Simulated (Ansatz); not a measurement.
NbCo2:
```
CELL_PARAMETERS angstrom
      0.00000     3.38914     3.38914
      3.38914     0.00000     3.38914
      3.38914     3.38914     0.00000
ATOMIC_POSITIONS crystal
  Nb 0.50000 0.50000 0.50000
  Nb 0.75000 0.75000 0.75000
  Co 0.12500 0.12500 0.12500
  Co 0.62500 0.12500 0.12500
  Co 0.12500 0.12500 0.62500
  Co 0.12500 0.62500 0.12500
```
Starting moments (μB, in the order of the atoms Nb Nb Co Co Co Co): 0.4 0.4 1.6 1.6 1.6 1.6.

Relaxed with r²SCAN. Special points in fractions of this cell's reciprocal vectors: Γ (0.000, 0.000, 0.000); X (0.500, 0.000, 0.500); U (0.625, 0.250, 0.625); K (0.375, 0.375, 0.750); L (0.500, 0.500, 0.500); W (0.500, 0.250, 0.750).

### Question
List the band energies nearest the Fermi level at these points for the program Ansatz at the r²SCAN level (PAW).

### Answer
In eV from the Fermi level; about four levels below and three above (degenerate sets whole), none deeper than 8.9 eV; points with the same levels are listed once.

| k | below | above |
|---|---|---|
| Γ ↑ | -1.12 -1.12 -1.12 -0.84 -0.84 -0.84 | 0.09 0.09 0.09 |
| X ↑ | -1.29 -1.29 -0.23 -0.23 | 1.24 1.24 1.32 1.32 |
| U ↑ | -1.16 -0.82 -0.45 -0.03 | 0.77 0.79 0.88 |
| L ↑ | -1.93 -1.93 -0.90 -0.90 -0.84 | 0.24 0.24 0.33 0.33 |
| W ↑ | -1.00 -1.00 -0.09 -0.09 | 0.30 0.30 1.98 1.98 |
| Γ ↓ | -1.31 -1.31 -1.31 -0.55 -0.55 -0.55 | 0.25 0.25 0.25 |
| X ↓ | -1.42 -1.42 -0.13 -0.13 | 0.50 0.50 0.64 0.64 |
| U ↓ | -1.33 -1.03 -0.41 -0.33 | 0.74 0.78 0.80 |
| L ↓ | -1.26 -1.26 -0.26 -0.26 | 0.17 0.32 0.32 |
| W ↓ | -1.24 -1.24 -0.45 -0.45 | 0.88 0.88 0.89 0.89 |

Space group Fd-3m (cubic Laves (MgCu2 type)). The workflow started from an entry of the Crystallography Open Database (COD). Its standing as an ambient phase is unchecked. Symmetry was held in the r²SCAN relaxation; whether a distortion lowers the energy is not shown. Magnetic state: ferromagnetic, the only order run, not a proven ground state. Other orbital occupations within this spin state were not tried. For itinerant 3d metals, meta-GGAs of the SCAN family and hybrids are commonly reported to give too large moments. Spin–orbit coupling is left out wherever it is not named.

Potentials: the later of the program's two PAW sets.
